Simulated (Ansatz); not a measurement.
YZnCuP2:
```xyz
5
Lattice="3.9552 0.0000 0.0000 -1.9776 3.4253 0.0000 0.0000 0.0000 6.5355" Properties=species:S:1:pos:R:3 pbc="T T T"
Y      0.0000     2.2835     6.4336
Zn     0.0000     0.0000     2.4610
Cu     1.9776     1.1418     4.1809
P      1.9776     1.1418     1.6770
P      0.0000     0.0000     4.8541
```

This is the r²SCAN-relaxed structure. Tensor components refer to the Cartesian frame of this cell.

Problem. All from r²SCAN in the plane-wave PAW code Ansatz, unless another level is named. Give the band gap.

Solution. 0.18 eV (indirect).

Problem. And the hole effective mass, band 2 of 2 at the edge?

Solution. 0.12 along x, 0.43 along z (mₑ).

Problem. What about the HSE06 gap on the r²SCAN cell?

Solution. 0.50 eV.

Space group P3m1. The workflow started from a Materials Project entry (that database holds measured and hypothetical structures alike); the Crystallography Open Database copy checked does not list it. Its standing as an ambient phase is unchecked. The r²SCAN relaxation kept the symmetry of its start; its stability against distortions is not shown here. The run is not spin-polarised. Scalar-relativistic: spin–orbit coupling is off unless named, which matters more the heavier the elements.

Potentials: the later of the program's two PAW sets.
